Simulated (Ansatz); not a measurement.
SbOsSe:
Space group P2₁/c (No. 14); a = 6.414 Å, b = 6.338 Å, c = 6.454 Å, α = γ = 90.00°, β = 112.79°

```json
[
 {"atom": "Sb", "site": "4e", "symmetry": "1", "x": "0.1446", "y": "0.3650", "z": "0.3790"},
 {"atom": "Os", "site": "4e", "symmetry": "1", "x": "0.7131", "y": "0.4947", "z": "0.2000"},
 {"atom": "Se", "site": "4e", "symmetry": "1", "x": "0.6502", "y": "0.1331", "z": "0.3175"}
]
```

Relaxed with r²SCAN.

Which orbitals make up the states near the band edges in r²SCAN in the plane-wave PAW code Ansatz?

Top 1 eV of the valence band: Os 5d 64 %, Sb 5p 17 %, Se 4p 13 %. Bottom 1 eV of the conduction band: Os 5d 49 %, Se 4p 21 %, Sb 5p 16 %, Sb 5s 6 %. Projections are on Löwdin-orthogonalised atomic valence shells; empty p or d shells of many metals are not among them.

Tabulate the density of states.

States/eV per cell of 12 atoms, in 0.25 eV bins, energy from the valence-band maximum.

```tsv
E (eV)	total	Os 5d	Se 4p	Sb 5p
-7.86	0.00	0.00	0.00	0.00
-7.61	0.00	0.00	0.00	0.00
-7.36	0.00	0.00	0.00	0.00
-7.11	0.09	0.01	0.05	0.01
-6.86	1.01	0.13	0.49	0.18
-6.61	7.37	1.02	3.72	1.33
-6.36	6.92	1.14	3.43	1.22
-6.11	7.26	1.56	3.50	1.33
-5.86	9.33	2.39	4.54	1.69
-5.61	7.10	2.04	3.38	1.20
-5.36	6.95	2.14	3.21	1.12
-5.11	6.66	2.23	3.01	0.92
-4.86	7.70	2.46	3.34	1.27
-4.61	7.87	2.41	3.48	1.38
-4.36	8.96	2.68	4.09	1.54
-4.11	6.10	1.84	2.71	1.10
-3.86	7.17	2.27	3.19	1.25
-3.61	8.16	2.61	3.59	1.38
-3.36	6.40	2.49	1.98	1.50
-3.11	8.65	3.95	1.80	2.40
-2.86	9.68	4.65	1.40	3.04
-2.61	6.00	2.89	0.85	1.85
-2.36	11.80	6.90	1.21	2.88
-2.11	10.88	6.84	1.15	2.27
-1.86	13.92	8.97	1.51	2.66
-1.61	13.76	9.20	1.36	2.46
-1.36	13.04	8.68	1.31	2.36
-1.11	14.62	8.99	1.96	2.81
-0.86	9.78	5.65	1.45	2.09
-0.61	7.02	4.24	0.97	1.40
-0.36	10.55	7.41	1.19	1.39
-0.11	5.22	3.68	0.62	0.62
0.14	0.00	0.00	0.00	0.00
0.39	0.00	0.00	0.00	0.00
0.64	0.00	0.00	0.00	0.00
0.89	0.00	0.00	0.00	0.00
1.14	0.00	0.00	0.00	0.00
1.39	6.11	3.45	1.32	0.63
1.64	8.91	4.65	2.12	1.09
1.89	7.19	3.36	1.52	1.21
2.14	7.99	3.27	1.36	2.03
2.39	7.78	2.92	1.27	2.29
2.64	7.94	2.61	1.41	2.68
2.89	7.10	2.30	1.57	2.24
3.14	8.69	2.54	1.84	3.11
3.39	5.44	1.58	1.07	2.00
3.64	6.50	1.92	1.29	2.31
3.89	6.75	1.98	1.17	2.57
4.14	5.18	1.39	0.88	2.03
4.39	6.41	1.65	1.17	2.56
4.64	6.01	1.46	1.06	2.47
4.89	6.69	1.52	1.10	2.82
5.14	4.67	1.02	0.72	1.78
5.39	3.48	0.54	0.42	1.13
5.64	3.33	0.34	0.32	0.90
5.89	4.44	0.29	0.38	0.90
6.14	4.78	0.28	0.44	0.79
```

Space group P2_1/c. The workflow started from a Materials Project entry (that database holds measured and hypothetical structures alike); the Crystallography Open Database copy checked does not list it. Whether it is the stable phase at ambient conditions was not checked. Symmetry was held in the r²SCAN relaxation; whether a distortion lowers the energy is not shown. The run is not spin-polarised. Spin–orbit coupling is left out wherever it is not named.

Potentials: the later of the program's two PAW sets.
